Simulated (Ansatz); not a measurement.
Ti₅Si:
```yaml
crystal:
  lattice:
    - [2.52398, 1.45722, 4.43838]
    - [-2.52398, 1.45722, 4.43838]
    - [0.00000, -2.91444, 4.43838]
  atoms:
    - { symbol: Ti, position: [0.15142, 0.15142, 0.15142] }
    - { symbol: Ti, position: [0.84858, 0.84858, 0.84858] }
    - { symbol: Ti, position: [0.60457, 0.39543, 0.00000] }
    - { symbol: Ti, position: [0.00000, 0.60457, 0.39543] }
    - { symbol: Ti, position: [0.39543, 0.00000, 0.60457] }
    - { symbol: Si, position: [0.50000, 0.50000, 0.50000] }
```

Relaxed with PBE.

Task: Which orbitals make up the states near the Fermi level in plane-wave PAW PBE (Ansatz code)?

Result: Within 0.5 eV of the Fermi level: Ti 3d 87 %. Projections are on Löwdin-orthogonalised atomic valence shells; empty p or d shells of many metals are not among them.

Task: Tabulate the density of states.

Result: States/eV per cell of 6 atoms, in 0.25 eV bins, energy from the Fermi level.

```
E (eV)  total  Ti 3d  Ti 4s  Si 3p
------  -----  -----  -----  -----
-7.85    2.97   0.40   0.53   0.00
-7.60    0.00   0.00   0.00   0.00
-7.35    0.00   0.00   0.00   0.00
-7.10    0.00   0.00   0.00   0.00
-6.85    0.00   0.00   0.00   0.00
-6.60    0.00   0.00   0.00   0.00
-6.35    0.00   0.00   0.00   0.00
-6.10    0.00   0.00   0.00   0.00
-5.85    0.00   0.00   0.00   0.00
-5.60    0.00   0.00   0.00   0.00
-5.35    0.00   0.00   0.00   0.00
-5.10    0.00   0.00   0.00   0.00
-4.85    0.24   0.02   0.13   0.07
-4.60    1.55   0.18   0.74   0.47
-4.35    4.61   0.75   1.88   1.44
-4.10    1.49   0.35   0.51   0.44
-3.85    1.81   0.50   0.54   0.61
-3.60    2.24   0.68   0.57   0.88
-3.35    2.78   0.89   0.64   1.13
-3.10    4.07   1.47   0.70   1.76
-2.85    3.81   1.56   0.49   1.63
-2.60    1.40   0.66   0.14   0.54
-2.35    2.66   1.64   0.52   0.42
-2.10    5.41   3.61   1.01   0.61
-1.85    6.25   4.71   0.90   0.43
-1.60    6.84   5.46   0.70   0.46
-1.35    8.17   6.84   0.66   0.37
-1.10    7.88   6.76   0.50   0.25
-0.85    6.08   5.10   0.36   0.23
-0.60    7.59   6.41   0.39   0.25
-0.35    8.04   6.73   0.59   0.15
-0.10    5.59   4.90   0.23   0.17
0.15     6.38   5.81   0.16   0.12
0.40     4.09   3.70   0.10   0.08
0.65     7.07   6.48   0.19   0.12
0.90     9.55   8.82   0.20   0.16
1.15    10.96  10.13   0.21   0.19
1.40     9.81   8.95   0.23   0.20
1.65    10.37   9.39   0.35   0.19
1.90    11.06  10.19   0.28   0.16
2.15     7.39   6.68   0.26   0.13
```

Space group R32. The workflow started from a Materials Project entry (that database holds measured and hypothetical structures alike); the Crystallography Open Database copy checked does not list it. Its standing as an ambient phase is unchecked. The cell was relaxed with PBE under the symmetry of its start; whether a distortion lowers the energy is not shown. The run is not spin-polarised.

Potentials: the later of the program's two PAW sets.
